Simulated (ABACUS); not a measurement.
A self-consistent single point of Cu3Sn (P6_3/mmc, 8 atoms in the cell; from Materials Project mp-13138, changed as shown) with ABACUS.

Computed with LDA (PW92), numerical atomic orbitals DZP (confined pseudo-atomic orbitals with Gaussian additions; energy shift 0.01 Ry), PseudoDojo 0.4 standard norm-conserving LDA (tails mended) pseudopotentials (ABACUS 3.10.1).

The change in words: lattice scaled by 0.98. Reference geometry (P6_3/mmc):
```
Cu3Sn
1.0
    5.50679     0.00000     0.00000
   -2.75339     4.76902     0.00000
    0.00000     0.00000     4.27269
Cu Sn
6 2
Direct
  0.15577   0.84423   0.75000
  0.84423   0.15577   0.25000
  0.31154   0.15577   0.25000
  0.68846   0.84423   0.75000
  0.15577   0.31154   0.75000
  0.84423   0.68846   0.25000
  0.33333   0.66667   0.25000
  0.66667   0.33333   0.75000
```

Reference input (self-consistent single point, DFT, LDA (PW92), numerical atomic orbitals DZP (confined pseudo-atomic orbitals with Gaussian additions; energy shift 0.01 Ry), PseudoDojo 0.4 standard norm-conserving LDA (tails mended) pseudopotentials): basis = DZP numerical atomic orbitals, energy shift 0.01 Ry; KPT = Gamma 6 6 6 0 0 0; basis_type = lcao; dft_functional = PWLDA; ecutwfc = 100 Ry; smearing_method = fd; smearing_sigma = 0.00734986 Ry; potentials = PseudoDojo 0.4 standard norm-conserving LDA (tails mended); symmetry = 1; symmetry_prec = 1e-05; ks_solver = scalapack_gvx; scf_nmax = 100. This run's input differs from it in these lines:

```diff
@@ -34,5 +34,5 @@
 LATTICE_VECTORS
-  10.4063249258    0.0000000000    0.0000000000
-  -5.2031624629    9.0121416829    0.0000000000
-   0.0000000000    0.0000000000    8.0742139154
+  10.1981980494    0.0000000000    0.0000000000
+  -5.0990990247    8.8318996051    0.0000000000
+   0.0000000000    0.0000000000    7.9127292592
 
@@ -44,8 +44,8 @@
 6
-  -1.4667059825    4.0261497546    3.2045175000
-   4.2201009825    0.7428702454    1.0681725000
-   1.2866890174    0.7428702454    1.0681725000
-   1.4667059825    4.0261497546    3.2045175000
-   0.0000000000    1.4857404908    3.2045175000
-   2.7533950000    3.2832795092    1.0681725000
+  -1.4373718096    3.9456270972    3.1404270000
+   4.1356988096    0.7280129028    1.0468090000
+   1.2609551904    0.7280129028    1.0468090000
+   1.4373718096    3.9456270972    3.1404270000
+   0.0000000000    1.4560258056    3.1404270000
+   2.6983270000    3.2176141944    1.0468090000
 
@@ -54,4 +54,4 @@
 2
-  -0.0000027534    3.1793482563    1.0681725000
-   2.7533977534    1.5896717437    3.2045175000
+  -0.0000026983    3.1157615579    1.0468090000
+   2.6983296983    1.5578784421    3.1404270000
 # file: KPT
```

Log, with long lists cut:

```
 SELF-CONSISTENT
 -------------------------------------------

                  longest orb rcut (Bohr) = 7.4
   longest nonlocal projector rcut (Bohr) = 2.66
                     search radius (Bohr) = 20.1

                          real space grid = [ 72, 72, 54 ]

                                 init_chg = atomic

 LCAO ALGORITHM --------------- ION=   1  ELEC=   1--------------------------------

 Density error is 0.0641817509918
 E_KohnSham     -2587.2620889770     -35201.5066294705
 E_Fermi        1.4115344718         19.2049117393

 LCAO ALGORITHM --------------- ION=   1  ELEC=   2--------------------------------

   [... lines left out ...]

   [... 5 blocks of this kind left out ...]

 LCAO ALGORITHM --------------- ION=   1  ELEC=   8--------------------------------

 Density error is 4.63975161407e-06
 E_KohnSham     -2587.7591306969     -35208.2692290047
 E_Fermi        1.3245202657         18.0210227301

 LCAO ALGORITHM --------------- ION=   1  ELEC=   9--------------------------------

 Density error is 4.31193424683e-07
 E_KohnSham     -2587.7591306987     -35208.2692290293
 E_KS(sigma->0) -2587.7566861164     -35208.2359687808
 E_entropy(-TS) -0.0048891646        -0.0665204970
 E_Fermi        1.3245147441         18.0209476054
 charge density convergence is achieved
 final etot is -35208.269229 eV
 EFERMI = 18.020947605 eV

 STATE ENERGY(eV) AND OCCUPATIONS    NSPIN == 1
   [... 83 lines left out ...]

 TOTAL-FORCE (eV/Angstrom)
                       Cu1        -0.0646384917         0.0373190549         0.0000000000
                       Cu2         0.0646384917        -0.0373190549         0.0000000000
                       Cu3        -0.0646384917        -0.0373190549         0.0000000000
                       Cu4         0.0646384917         0.0373190549         0.0000000000
                       Cu5         0.0000000000        -0.0746381098         0.0000000000
                       Cu6         0.0000000000         0.0746381098         0.0000000000
                       Sn1         0.0000000000         0.0000000000         0.0000000000
   [... lines left out ...]

 TOTAL-STRESS (KBAR)
        28.5047509000         0.0000000000         0.0000000000
         0.0000000000        28.5047443063         0.0000000000
         0.0000000000        -0.0000000000        35.1026744035
 TOTAL-PRESSURE: 30.704057 KBAR

 --------------------------------------------
 !FINAL_ETOT_IS -35208.2692290292980033 eV
 --------------------------------------------
```

The run converged in 9 iterations. Against the reference run the free energy falls by 6.9 meV/atom and the pressure goes from -5.26 to 3.07 GPa.

The atom-centred basis is finite, which shifts total energies and pressures against plane waves. The structure comes from a collection of computed structures, made at another level of theory; the collection holds predicted forms beside known ones. No clean gap shows at this smearing width and mesh (spacing up to 0.25 Å⁻¹); the mesh is coarse for partly filled bands, so the values carry mesh errors.

Cost on one core: around 60 core-seconds (rough).

The atomic orbitals were generated for these runs; they are not ABACUS's published sets and were checked against plane waves on a few crystals only.

“Tails mended”: in these copies of the files the far tail of each local potential was reset to the Coulomb form.
